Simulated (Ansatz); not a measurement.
Consider the following.

C:
```
CELL_PARAMETERS angstrom
     -1.32913     2.77497     2.32784
      1.32913    -2.77497     2.32784
      1.32913     2.77497    -2.32784
ATOMIC_POSITIONS crystal
  C  0.66998 0.67431 0.34429
  C  0.33002 0.32569 0.65571
  C  0.83002 0.17431 0.00433
  C  0.16998 0.82569 0.99567
  C  0.25000 0.25000 0.00000
  C  0.75000 0.75000 0.00000
```

This is the r²SCAN-relaxed structure. x, y and z are the axes in which the lattice vectors are written.

Problem. All from DFT-r²SCAN in the program Ansatz with PAW potentials, unless another level is named. Estimate the hole effective mass.

Solution. 0.41, 0.51, 0.98 mₑ (principal values).

Problem. Give the HSE06 gap on the r²SCAN cell.

Solution. 3.95 eV.

Problem. Next, the band gap?

Solution. 3.15 eV (smallest direct gap 3.17 eV).

Problem. Give the conduction-band minimum.

Solution. on the Γ–X line, 86 % of the way from Γ (k = 0.430, -0.430, 0.430 in fractions of the reciprocal vectors) (2 equivalent valleys).

Problem. Next, the valence-band maximum?

Solution. at X (k = 0.500, 0.500, 0.500 in fractions of the reciprocal vectors).

Space group Ibam. The start of the workflow was typed in or built on a structure type; neither database checked (COD, Materials Project) lists it. It is not the phase usual at ambient conditions (space group No. 194, 227). The cell was relaxed with r²SCAN under the symmetry of its start; its stability against distortions is not shown here. The volume moved by 19 % from the start of the relaxation.

Potentials: the later of the program's two PAW sets.
